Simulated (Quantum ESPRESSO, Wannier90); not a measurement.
Tight-binding from DFT: Ga2BiAs (P-4m2)

```xyz
4
Lattice="4.3001 0.0000 0.0000 0.0000 4.3001 0.0000 0.0000 0.0000 6.1459" Properties=species:S:1:pos:R:3 pbc="T T T"
Ga     2.1501     0.0000    -1.6856
Ga     0.0000     2.1501     1.6856
Bi     0.0000     0.0000     0.0000
As     2.1501     2.1501     3.0729
```

Materials Project entry mp-1018076; symmetrised, unrelaxed at this level. Not found in the COD (Crystallography Open Database) copy used; not checked further. Method: PBEsol plane waves in Quantum ESPRESSO 7.5 (PseudoDojo norm-conserving files, 68 Ry, no spin polarisation, no spin-orbit coupling), Bloch states on a 6×6×4 mesh through Γ, Wannier90 4.0.1. Density: 8×8×6 mesh, cold smearing 0.01 Ry. Spin-orbit coupling is left out although heavy elements are present.

The plane-wave run has 46 bands and 56 electrons a cell. On the energy scale of pw.x, whose zero is arbitrary, the Fermi level lies at 7.78 eV.

Isolated groups of bands, relative to the Fermi level (bands from 23 on overlap up to the last one computed):

| bands | from (eV) | to (eV) | filling | weight on atomic waves |
|---|---|---|---|---|
| 1–5 | -35.71 | -35.68 | filled | As 3d 100 % |
| 6–10 | -22.40 | -22.35 | filled | Bi 5d 100 % |
| 11–20 | -15.08 | -14.96 | filled | Ga 3d 99 % |
| 21–22 | -12.28 | -10.31 | filled | Bi 6s 33 %, As 4s 32 %, Ga 4p 20 % |

Input w.win, without the blocks of cell, atoms and k-points (144 lines):

```
num_bands = 46
num_wann = 16
num_iter = 1000
conv_tol = 1.0e-6
conv_window = 4
dis_num_iter = 1000
dis_conv_tol = 1.0e-6
dis_froz_max = 9.28
write_hr = true
write_u_matrices = true
begin projections
f=0.51018,0.00163,-0.27050: s;p
f=-0.00858,0.50760,0.27562: s;p
f=0.00768,0.00747,-0.00316: s;p
f=0.50915,0.50139,0.49508: s;p
end projections
mp_grid = 6 6 4
```

This input has a fault. Which, and what does the program do?

wannier90.x stops with:
```
dis_windows: More states in the frozen window than target WFs
```
At some k-point more bands lie below dis_froz_max than there are Wannier functions, and every frozen state has to fit into the subspace. Here the deep bands below band 21 or between the kept ones were not excluded and fill the window; only bands 21-46 belong to the model. Mended as below, all else unchanged, the run goes through (Ω_I = 26.8 Å²) and follows the plane-wave bands to 6.7 meV rms (states up to 1.0 eV relative to the Fermi level).
```
num_bands = 26
exclude_bands = 1-20
```
